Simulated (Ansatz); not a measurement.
All numbers below come from Ansatz, DFT PBE, scalar-relativistic, plane waves, PAW. Settings: cutoff 420 eV, Γ-centred meshes spaced at most about 0.3 Å⁻¹, and about 0.25 Å⁻¹ or finer for metals (2π included), Gaussian smearing. Collinear spin in cells that started with moments and kept them past the coarse steps, no spin elsewhere.

These are static total energies at zero pressure.

Compare these two cells of Ti4HBr, each relaxed at this level.

1. (no spin)

```
CELL_PARAMETERS angstrom
4.81780 0.00000 0.00000
0.00000 4.81780 0.00000
0.00000 0.00000 4.81780
ATOMIC_POSITIONS crystal
Ti 0.20919 0.20919 0.20919
Ti 0.20919 0.79081 0.79081
Ti 0.79081 0.79081 0.20919
Ti 0.79081 0.20919 0.79081
H 0.00000 0.00000 0.00000
Br 0.50000 0.50000 0.50000
```

2. (site moments Ti 0.6 (×4) μB)

```
CELL_PARAMETERS angstrom
0.00000 3.83463 3.83463
3.83463 0.00000 3.83463
3.83463 3.83463 0.00000
ATOMIC_POSITIONS crystal
Ti 0.37143 0.37143 0.37143
Ti 0.88570 0.37143 0.37143
Ti 0.37143 0.37143 0.88570
Ti 0.37143 0.88570 0.37143
H 0.00000 0.00000 0.00000
Br 0.75000 0.75000 0.75000
```

**Question.** Which would you expect to be lower, and how large is the difference?

**Answer.** Cell 1 is lower, by 0.58 eV/atom. Cell 1 has space group P-43m (No. 215), 18.6 Å³/atom and no gap on its mesh; cell 2 has space group F-43m (No. 216), 18.8 Å³/atom and no gap. The shortest distance is 1.75 Å (Ti–H) in cell 1 and 2.63 Å (Ti–Ti) in cell 2. Their magnetic states differ too. Even the lower one lies +0.37 eV/atom against the reference forms of the elements (uncorrected), so neither is stable at this level. In cell 1, around Ti lie 1 H at 1.75 Å, 1 Br at 2.43 Å, 3 Ti at 2.85 Å and 6 Ti at 3.45 Å; H is surrounded by 4 Ti at 1.75 Å; Br is surrounded by 4 Ti at 2.43 Å. In cell 2, Ti has 6 Ti at 2.63–2.79 Å, 3 H at 3.17 Å and 3 Br at 3.19 Å; around H lie 12 Ti at 3.17 Å and 4 Br at 3.32 Å (long contacts); around Br lie 12 Ti at 3.19 Å and 4 H at 3.32 Å. Both come from invented guesses.

With hydrogen, zero-point motion can shift such differences by 10 meV/atom or more. The magnetic state reached may not be the lowest. Cells relaxed within their symmetry can be saddle points. Some types were kept out of the candidates beforehand, so the set may lack a known form.
